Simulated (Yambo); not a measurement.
```
BeS
1.0
    0.00000     2.39800     2.39800
    2.39800     0.00000     2.39800
    2.39800     2.39800     0.00000
Be S
1 1
Direct
  0.00000   0.00000   0.00000
  0.25000   0.25000   0.25000
```

Response from Yambo on LDA (pw.x of Quantum ESPRESSO, ONCV potentials, scalar-relativistic) bands: 18×18×18 mesh, 19 bands, 4 Ry local-field block, 0.2 eV broadening.

### Question
Give the static electronic dielectric constant without and with local fields.

### Answer
```tsv
field along	ε(0), independent particles	ε(0), RPA with local fields	refractive index √ε
x	5.96	5.14	2.27
```
Electronic (clamped-ion) response only. LDA gaps are usually too small, which raises these values. Convergence of the RPA response with its 18×18×18 mesh was not tested.

Geometry relaxed with LDA.
